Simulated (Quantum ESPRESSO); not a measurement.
InAlGa2P4, a curve over strain

Simulated, not a measurement. The program is pw.x of Quantum ESPRESSO 7.5 (plane-wave density functional theory). The cell is made up: 8 atoms on a zincblende/diamond lattice, with randomly drawn elements, strain and displacements, not relaxed. PseudoDojo standard norm-conserving files (v0.5 for PBE, v0.4.1 for LDA and PBEsol) set the functional; there is no spin polarisation, spin-orbit coupling or dispersion term, and the masses in the input are unused placeholders.

Seven runs add a strain to one cell (shear xy, as the tensor component); the atoms follow the cell and are not relaxed. Stress in the table is positive in tension.

Input of the run at +0.0030:

```
&control calculation='scf', pseudo_dir='./dojo.nc.sr.pbe.v0_5.standard.upf', outdir='./o', disk_io='medium', tprnfor=.true., tstress=.true. /
&system ibrav=0, nat=8, ntyp=4, nbnd=37, ecutwfc=79.96652505, nosym=.true., tot_charge=0,
 occupations='smearing', smearing='fd', degauss=0.0018374661
/
&electrons conv_thr=7.350e-09, electron_maxstep=60, /
ATOMIC_SPECIES
Al 1.0 Al.upf
Ga 1.0 Ga.upf
In 1.0 In.upf
P 1.0 P.upf
CELL_PARAMETERS angstrom
5.6393 0.0295 0.014
0.0292 5.549 0.0344
0.0141 0.0344 5.6883
ATOMIC_POSITIONS angstrom
In -0.0344 -0.1289 0.0433
Al 0.1052 2.8059 2.7951
Ga 2.8207 0.0817 2.869
Ga 2.9135 2.762 -0.023
P 1.5633 1.3645 1.3475
P 1.48 4.1577 4.121
P 4.4135 1.5305 4.3194
P 4.2072 4.1891 1.484
K_POINTS automatic
4 4 4 1 1 1
```

| added strain | free energy less that of the input shown (eV) | stress xx (GPa) | stress yy (GPa) | stress zz (GPa) | stress xy (GPa) | pressure (GPa) | iterations |
| --- | --- | --- | --- | --- | --- | --- | --- |
| -0.0193 | 0.1186 | -0.78 | -1.81 | -0.21 | -4.11 | 0.93 | 10 |
| -0.0166 | 0.0953 | -0.70 | -1.74 | -0.15 | -3.70 | 0.86 | 10 |
| -0.0101 | 0.0488 | -0.54 | -1.61 | -0.02 | -2.69 | 0.72 | 10 |
| +0.0030 | 0.0000 | -0.33 | -1.46 | 0.13 | -0.68 | 0.55 | 10 |
| +0.0064 | -0.0036 | -0.31 | -1.44 | 0.16 | -0.16 | 0.53 | 10 |
| +0.0114 | -0.0006 | -0.29 | -1.44 | 0.18 | 0.61 | 0.52 | 10 |
| +0.0163 | 0.0101 | -0.29 | -1.46 | 0.18 | 1.36 | 0.52 | 10 |

A cubic fit gives a slope of stress xy against the added strain of 153 GPa at zero added strain, with the atoms clamped. Across the table the free energy follows the integral of the stress to within 0.5 meV. A rerun of one of the cells at 1377 eV and a 6 x 6 x 6 mesh moved values by no more than 0.008 eV in energy, 0.02 GPa in stress and 0.002 eV/Å in force.